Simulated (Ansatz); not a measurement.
AlCo (CsCl type, Pm-3m) at seven volumes, PBE (plane waves, PAW; program Ansatz), scaled uniformly. One row is withheld.

```csv
V (Å³/atom),P (GPa)
10.555,20.66
10.903,12.64
11.251,?
11.599,-0.01
11.947,-4.99
12.295,-9.23
12.643,-12.85
```

Q: Fit the shown pressures and predict the withheld one.

A: P = (3/2)B₀(x^(7/2) − x^(5/2))[1 + (3/4)(B′ − 4)(x − 1)] with x = (V₀/V)^(2/3). Least squares on the six rows gives V₀ = 11.598 Å³/atom, B₀ = 179 GPa, B′ = 4.28. At V = 11.251, x = 1.0205 and P = 5.80 GPa. The run itself gave 5.81 GPa.

Symmetry was held in the PBE relaxation; phonons on a q-mesh show no instability. The run is not spin-polarised.

Potentials: the later of the program's two PAW sets.
